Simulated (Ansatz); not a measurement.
Problem. Name crystals whose computed values (the program Ansatz at the PBEsol level (PAW)) fall in these windows: B₀ by P(V) fit (GPa) 16 to 19; Θ_D (K) 200 to 260.

Solution. 

| crystal | B₀ by P(V) fit (GPa) | Θ_D (K) |
|---|---|---|
| Ca, fcc (Cu type) | 17.9 | 227 |
Others may fit too.

The cell was relaxed under the symmetry of its start.

Potentials: the earlier of the program's two PAW sets.
